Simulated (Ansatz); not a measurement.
CsPbCl3 (cubic perovskite)

```cif
data_Cl3CsPb
_chemical_formula_sum 'Cs1 Pb1 Cl3'
_space_group_name_H-M_alt 'Pm-3m'
_space_group_IT_number 221
_space_group_name_Hall '-P 4 2 3'
_cell_length_a 5.73565
_cell_length_b 5.73565
_cell_length_c 5.73565
_cell_angle_alpha 90.000
_cell_angle_beta 90.000
_cell_angle_gamma 90.000
loop_
_atom_site_label
_atom_site_type_symbol
_atom_site_symmetry_multiplicity
_atom_site_Wyckoff_symbol
_atom_site_fract_x
_atom_site_fract_y
_atom_site_fract_z
_atom_site_occupancy
Cs1 Cs 1 a 0.00000 0.00000 0.00000 1
Pb1 Pb 1 b 0.50000 0.50000 0.50000 1
Cl1 Cl 3 c 0.00000 0.50000 0.50000 1
```

Two coordinates are scanned: the volume, and the ratio of the stretch along z (the conventional c axis) to the stretch across it. Atoms keep their fractional coordinates.

The numbers are results of PBE (plane waves to 420 eV, PAW, scalar-relativistic; Ansatz, an electronic-structure program), not measurements. k mesh 6×6×6 (Γ-centred), Fermi-Dirac smearing 0.05 eV. Compression counts positive. CsPbCl3 was relaxed with its symmetry unable to fall. Spin-orbit coupling is left out, though Pb is heavy. The PAW data are Ansatz's earlier set. This is a high-temperature form of CsPbCl3.

Changes of σzz (GPa) from the point V/V₀ = 1.000, (c/a)/(c/a)₀ = 1.000 when one coordinate moves alone (two changes are said to add if the coupling is within 5 % of the smaller one, nearly so within 20 %):

| point | change |
|---|---|
| V/V₀ = 1.000, (c/a)/(c/a)₀ = 0.960 | 1.287 |
| V/V₀ = 1.000, (c/a)/(c/a)₀ = 0.973 | 0.812 |
| V/V₀ = 1.000, (c/a)/(c/a)₀ = 0.987 | 0.384 |
| V/V₀ = 0.920, (c/a)/(c/a)₀ = 1.000 | 2.211 |
| V/V₀ = 0.947, (c/a)/(c/a)₀ = 1.000 | 1.360 |
| V/V₀ = 0.973, (c/a)/(c/a)₀ = 1.000 | 0.629 |
| V/V₀ = 1.027, (c/a)/(c/a)₀ = 1.000 | -0.540 |
| V/V₀ = 1.053, (c/a)/(c/a)₀ = 1.000 | -1.005 |
| V/V₀ = 1.080, (c/a)/(c/a)₀ = 1.000 | -1.404 |
| V/V₀ = 1.000, (c/a)/(c/a)₀ = 1.013 | -0.345 |
| V/V₀ = 1.000, (c/a)/(c/a)₀ = 1.027 | -0.654 |
| V/V₀ = 1.000, (c/a)/(c/a)₀ = 1.040 | -0.930 |

Problem. Do the two effects add at V/V₀ = 0.947, (c/a)/(c/a)₀ = 0.973? Give the computed change.

Solution. The sum of the single changes is 1.360 + (0.812) = 2.172; the calculation gives 2.389, so the coupling contributes 0.217 (over 20 % of the smaller single change, not additive).

Problem. What is the change at V/V₀ = 1.080, (c/a)/(c/a)₀ = 0.987, where both move, and how far is it from the sum?

Solution. The sum of the single changes is -1.404 + (0.384) = -1.020; the calculation gives -1.137, so the coupling contributes -0.117 (over 20 % of the smaller single change, not additive).

Problem. Do the two effects add at V/V₀ = 1.027, (c/a)/(c/a)₀ = 0.987? Give the computed change.

Solution. The sum of the single changes is -0.540 + (0.384) = -0.156; the calculation gives -0.200, so the coupling contributes -0.044 (under 20 % of the smaller single change, nearly additive).

(Under strain, the slope of the energy per volume gives the stress and its curvature an elastic modulus.)
